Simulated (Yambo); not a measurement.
Yambo input for MgTiF6 (space group R-3, No. 148) (a = 5.369 Å, b = 5.369 Å, c = 5.369 Å, α = 58.13°, β = 58.13°, γ = 58.13°), on PBEsol (Quantum ESPRESSO, PseudoDojo norm-conserving, 84 Ry, no spin-orbit coupling) wavefunctions on a 4×4×4 mesh:

```
optics
chi
dipoles
kernel
FFTGvecs= 40 Ry
Chimod= "HARTREE"
NGsBlkXd= 3 Ry
% QpntsRXd
 1 | 1 |
%
% BndsRnXd
 3 | 92 |
%
GrFnTpXd= "R"
% EnRngeXd
 0.0 | 20.0 | eV
%
% DmRngeXd
 0.2 | 0.2 | eV
%
CGrdSpXd= 50
ETStpsXd= 161
% LongDrXd
 1.0 | 0.0 | 0.0 |
%
```

First lines of the file o-*.eps_q1_inv_rpa_dyson:

```
Absorption @ Q(1):   1.00000000     0.00000000     0.00000000    [q->0 direction]
#
# [ X ] Hartree size     :   65
# [GEN] GF Energies     : Perdew, Burke & Ernzerhof SOL(X)+Perdew, Burke & Ernzerhof SOL(C)
# [GEN] Green`s Function     : Retarded
#
# [GEN] Gauge     : Length
# [GEN] [r,Vnl] included     : yes
#
#    E[1] [eV]     Im(eps)     Re(eps)     Im(eps_o)     Re(eps_o)
#
     0.000000     0.246788E-5     2.274738     0.11058E-17     2.618359
     0.125000     0.683967E-3     2.274950     0.001249     2.618748
     0.250000     0.001368     2.275587     0.002505     2.619915
     0.375000     0.002057     2.276652     0.003773     2.621868
     0.500000     0.002753     2.278149     0.005059     2.624616
     0.625000     0.003460     2.280082     0.006371     2.628171
     0.750000     0.004180     2.282460     0.007715     2.632551
     0.875000     0.004915     2.285290     0.009098     2.637780
     1.000000     0.005670     2.288584     0.010529     2.643883
     1.125000     0.006446     2.292355     0.012017     2.650892
     1.250000     0.007249     2.296617     0.013571     2.658847
     1.375000     0.008082     2.301387     0.015202     2.667789
     1.500000     0.008950     2.306687     0.016922     2.677772
     1.625000     0.009857     2.312537     0.018746     2.688853
     1.750000     0.010810     2.318966     0.020689     2.701101
     1.875000     0.011813     2.326002     0.022770     2.714595
     2.000000     0.012876     2.333678     0.025010     2.729426
     2.125000     0.014006     2.342035     0.027434     2.745698
     2.250000     0.015212     2.351116     0.030072     2.763533
     2.375000     0.016507     2.360971     0.032959     2.783072
     2.500000     0.017904     2.371658     0.036138     2.804479
     2.625000     0.019418     2.383245     0.039661     2.827947
     2.750000     0.021069     2.395809     0.043591     2.853702
     2.875000     0.022879     2.409439     0.048007     2.882013
     3.000000     0.024878     2.424240     0.053007     2.913202
     3.125000     0.027100     2.440338     0.058716     2.947654
     3.250000     0.029589     2.457878     0.065293     2.985837
     3.375000     0.032402     2.477038     0.072949     3.028326
     3.500000     0.035611     2.498031     0.081960     3.075832
     3.625000     0.039312     2.521117     0.092701     3.129250
     3.750000     0.043632     2.546621     0.105689     3.189719
     3.875000     0.048747     2.574949     0.121655     3.258709
     4.000000     0.054906     2.606621     0.141665     3.338160
```
(The file goes on to the top of the energy range.) Convergence of the RPA response with its 4×4×4 mesh was not tested.

Geometry of the Materials Project entry, not relaxed at this level.

The structure is a Materials Project entry; no match was found in the copy of COD used, and its stability was not checked.
